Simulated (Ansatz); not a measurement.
Relaxed CdS (wurtzite):

```yaml
crystal:
  lattice:
    - [4.16356, 0.00000, 0.00000]
    - [-2.08178, 3.60575, 0.00000]
    - [0.00000, 0.00000, 6.76722]
  atoms:
    - { symbol: Cd, position: [0.66667, 0.33333, 0.00099] }
    - { symbol: Cd, position: [0.33333, 0.66667, 0.50099] }
    - { symbol: S, position: [0.66667, 0.33333, 0.62421] }
    - { symbol: S, position: [0.33333, 0.66667, 0.12421] }
```

In this cell atom 4 (S, nearest neighbour Cd at 2.544 Å; its periodic images, 4.2 Å or more away, move with it) is moved by s along Cartesian x, unit vector (1.000, 0.000, 0.000); all other atoms and the cell stay fixed.

All values below come from r2SCAN (plane waves to 500 eV, PAW, scalar-relativistic; Ansatz, a quantum-chemistry and plane-wave program). k mesh 7×7×4 (Γ-centred), Fermi-Dirac smearing 0.05 eV. Energies are smeared free energies. CdS was relaxed with its symmetry unable to fall. ΔE is measured from the undisplaced structure.

| s (Å) | ΔE (meV/cell) |
|---|---|
| -0.760 | withheld |
| -0.608 | 1254 |
| -0.456 | 644 |
| -0.304 | 266 |
| -0.152 | 64 |
| 0.000 | 0 |
| 0.152 | 64 |
| 0.304 | 266 |
| 0.456 | 644 |
| 0.608 | 1254 |
| 0.760 | withheld |

Problem. Fit an even polynomial form (powers 2, 4) to the given rows and predict ΔE at s = 0.760.

Solution. Least squares on the 9 given rows: ΔE = (2714)·s² + (1835)·s⁴, in meV/cell with s in Å; root-mean-square residual 0.3 meV/cell. At 0.760 the fit gives 2180 meV/cell; the calculation gives 2169 meV/cell, so the extrapolation is off by 11 (+0.5 %). The quadratic term alone would give 1568 meV/cell.

(For displaced atoms, the force is minus the slope of the energy, and its curvature is a force constant, which sets phonon frequencies.)
